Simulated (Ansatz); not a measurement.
# Computed properties of Ge2Sb2Te5

Ge₂Sb₂Te₅:
```cif
data_Ge2Sb2Te5
_chemical_formula_sum 'Te5 Sb2 Ge2'
_space_group_name_H-M_alt 'P 1'
_space_group_IT_number 1
_cell_length_a 4.23149
_cell_length_b 4.23149
_cell_length_c 17.78368
_cell_angle_alpha 90.000
_cell_angle_beta 90.000
_cell_angle_gamma 120.000
loop_
_space_group_symop_operation_xyz
  'x, y, z'
loop_
_atom_site_label
_atom_site_type_symbol
_atom_site_fract_x
_atom_site_fract_y
_atom_site_fract_z
_atom_site_occupancy
Te1 Te 0.00000 0.00000 0.99551 1
Sb1 Sb 0.33333 0.66667 0.09376 1
Te2 Te 0.66667 0.33333 0.20441 1
Sb2 Sb 0.00000 0.00000 0.31973 1
Te3 Te 0.33333 0.66667 0.41569 1
Te4 Te 0.66667 0.33333 0.58599 1
Ge1 Ge 0.00000 0.00000 0.66418 1
Te5 Te 0.33333 0.66667 0.79122 1
Ge2 Ge 0.66667 0.33333 0.87068 1
```

Space group P3m1 (No. 156); conventional cell a = 4.231 Å, b = 4.231 Å, c = 17.784 Å, α = 90.00°, β = 90.00°, γ = 120.00°.

Method: r²SCAN+D4 (plane waves, PAW; program Ansatz). Geometry: relaxed at this level of theory. Other levels are named where they apply.

**Cell and energy**

```
Quantity                                                       Result
-----------------------------------------------------  --------------
Volume per atom                                              30.64 Å³
Density                                                    6.18 g/cm³
Formation energy from the elements (no fitted shifts)  -0.082 eV/atom
```

**Electronic structure**

```
Item                                                                              Value
-----------------------  --------------------------------------------------------------
Band gap                                          0.25 eV (smallest direct gap 0.26 eV)
Valence-band maximum                                                               at Γ
Conduction-band minimum  on the K–Γ line, 94 % of the way from K (6 equivalent valleys)
```

The start of the workflow was typed in or built on a structure type; neither database checked (COD, Materials Project) lists it. It is not the phase usual at ambient conditions (space group No. 164). Symmetry was held in the r²SCAN+D4 relaxation; its stability against distortions is not shown here. The references are the lowest solids computed at this level, not always the standard phases. Scalar-relativistic: spin–orbit coupling is off unless named, which matters more the heavier the elements.

Potentials: the earlier of the program's two PAW sets. The files were generated under PBE; for other functionals the program regenerates the frozen cores, and for LDA and PBEsol the local potential too.
